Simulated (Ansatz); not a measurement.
IrC:
```
IrC
1.0
    3.03145     0.00000     0.00000
   -1.51572     2.62531     0.00000
    0.00000     0.00000     2.65815
Ir C
1 1
Cartesian
  0.00000   0.00000   0.00000
  0.00000   1.75021   1.32908
```

Relaxed with r²SCAN. Special points in fractions of this cell's reciprocal vectors: Γ (0.000, 0.000, 0.000); M (0.500, 0.000, 0.000); K (0.333, 0.333, 0.000); A (0.000, 0.000, 0.500); L (0.500, 0.000, 0.500); H (0.333, 0.333, 0.500).

### Question
List the band energies nearest the Fermi level at these points for r²SCAN with spin–orbit coupling (plane waves, PAW; program Ansatz).

### Answer
In eV from the Fermi level; about four levels below and three above (degenerate sets whole), none deeper than 8.9 eV; points with the same levels are listed once.

```json
[
 {"k": "Γ", "below": "-1.19 -1.19 -0.41 -0.41", "above": "2.95 2.95 3.13 3.13"},
 {"k": "M", "below": "-0.90 -0.90 -0.19 -0.19", "above": "4.33 4.33 8.98 8.98"},
 {"k": "K", "below": "-2.35 -2.34 -0.87 -0.07", "above": "5.09 5.41 11.99 11.99"},
 {"k": "A", "below": "-4.36 -4.36 -3.53 -3.53", "above": "0.85 0.85 1.83 1.83"},
 {"k": "L", "below": "-1.14 -1.14 -0.02 -0.02", "above": "2.60 2.60 5.27 5.27"},
 {"k": "H", "below": "-3.81 -3.10 -0.78 -0.59", "above": "1.19 1.47 2.10"}
]
```

Space group P-6m2. The start of the workflow was typed in or built on a structure type; neither database checked (COD, Materials Project) lists it. Whether it is the stable phase at ambient conditions was not checked. The cell was relaxed with r²SCAN under the symmetry of its start; its stability against distortions is not shown here. No spin polarisation was allowed. Its formation energy is positive at this level, so the cell may be metastable or incomplete.

Potentials: the earlier of the program's two PAW sets.
